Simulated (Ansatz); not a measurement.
**Ag: from a starting cell to a relaxed one**

The start is a generated cell, Ag placed in the omega structure type. The structure is fully relaxed (lattice and positions, P = 0) with PBEsol (plane waves to 420 eV, PAW, scalar-relativistic; Ansatz, an electronic-structure program). The first steps use a coarse 8×8×12 k-mesh.

Initial structure:
```
Ag
1.0
    4.58591     0.00000     0.00000
   -2.29296     3.97152     0.00000
    0.00000     0.00000     2.78923
Ag
3
Direct
  0.00000   0.00000   0.00000
  0.33333   0.66667   0.50000
  0.66667   0.33333   0.50000
```

Problem. By how much does the energy per atom fall from start to end?

Solution. Under 0.01 eV/atom.

Problem. How does the volume per atom move from start to end?

Solution. +0.5 %, from 16.93 to 17.02 Å³/atom.

Problem. How do the shortest distances between atoms change?

Solution. The closest pairs of elements (up to four, under 3.6 Å), start → end: Ag–Ag 2.65 → 2.67 Å.

Problem. Is the relaxed structure metallic? Give its gap.

Solution. Zero (metallic).

Problem. Give the final cell and atomic positions.

Solution. 
```cif
data_Ag3
_chemical_formula_sum 'Ag3'
_space_group_name_H-M_alt 'P6/mmm'
_space_group_IT_number 191
_space_group_name_Hall '-P 6 2'
_cell_length_a 4.61848
_cell_length_b 4.61848
_cell_length_c 2.76409
_cell_angle_alpha 90.000
_cell_angle_beta 90.000
_cell_angle_gamma 120.000
loop_
_atom_site_label
_atom_site_type_symbol
_atom_site_symmetry_multiplicity
_atom_site_Wyckoff_symbol
_atom_site_fract_x
_atom_site_fract_y
_atom_site_fract_z
_atom_site_occupancy
Ag1 Ag 1 a 0.00000 0.00000 0.00000 1
Ag2 Ag 2 d 0.33333 0.66667 0.50000 1
```

The space group stays P6/mmm (No. 191) (the run could not lower it), with 3 atoms in the primitive cell. Final values are on a 12×12×17 k-mesh of the relaxed cell. No spin polarisation in the result.

The run could not lower the symmetry of its start; a shaken copy of this end point relaxes with PBEsol to I4/mmm (No. 139), 0.04 eV/atom lower.

The relaxed structure here is a generated cell of Ag: the first start was made by placing the elements on the sites of a structure type, and the end was not matched to a known phase here, so it may be hypothetical. Known forms of Ag include space group No. 225.
